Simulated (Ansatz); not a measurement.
BiTe: what a change does to the field gradients

Base: an entry of the Crystallography Open Database (COD), its atoms then relaxed with PBE in this cell.

```xyz
12
Lattice="4.4220 0.0000 0.0000 -2.2110 3.8296 0.0000 0.0000 0.0000 24.0500" Properties=species:S:1:pos:R:3 pbc="T T T"
Bi    0.0000    0.0000    3.0006
Bi    0.0000    0.0000   21.0494
Bi    0.0000    2.5530    7.0134
Bi    2.2110    1.2765   17.0366
Bi    2.2110    1.2765   11.1821
Bi    0.0000    2.5530   12.8679
Te    0.0000    2.5530    1.2889
Te    2.2110    1.2765   22.7611
Te    2.2110    1.2765    5.0197
Te    0.0000    2.5530   19.0303
Te    0.0000    0.0000    8.7447
Te    0.0000    0.0000   15.3053
```

Atoms are numbered from 1 in the order listed; like atoms form one site, named after its first atom.

All values are calculated (Ansatz; DFT, PBE, plane waves and PAW, scalar-relativistic, 420 eV cutoff, Γ-centred 11×11×2 k-points, Fermi–Dirac smearing 0.05 eV), not measured.

Gradients in 10²¹ V/m²:

```csv
site,atoms,V_zz base,η base,V_zz variant,η variant
Bi1,"1, 2",0.77,0.00,1.03,0.00
Bi3,"3, 4",2.62,0.00,3.09,0.00
Bi5,"5, 6",6.26,0.00,5.46,0.00
Te7,"7, 8",-1.35,0.00,-2.19,0.00
Te9,"9, 10",8.10,0.00,9.50,0.00
Te11,"11, 12",0.40,0.00,0.83,0.00
```

Problem. Which change was made?
A. z stretched by 3 %, ions relaxed
B. volume scaled by 1.06, ions relaxed
C. volume scaled by 0.98, ions relaxed
D. z compressed by 1 %, ions relaxed

Solution. A. The largest change of V_zz is on Te9, from 8.10 to 9.50. In per cent, |V_zz| changes by -13 to +34 on Bi, +17 to +63 on Te (all sites that start above 0.5).

Spin–orbit coupling is left out, which shifts gradients on Bi by a few per cent in wide-gap crystals, and can shift them far more where the calculated gap is small or absent, as here.
For the base: With a gap of 0.16 eV under a smearing of 0.05 eV the band edges are partly filled, so small gradients can hang on the smearing and the k-mesh.
For the variant: With a gap of 0.11 eV under a smearing of 0.05 eV the band edges are partly filled, so small gradients can hang on the smearing and the k-mesh.
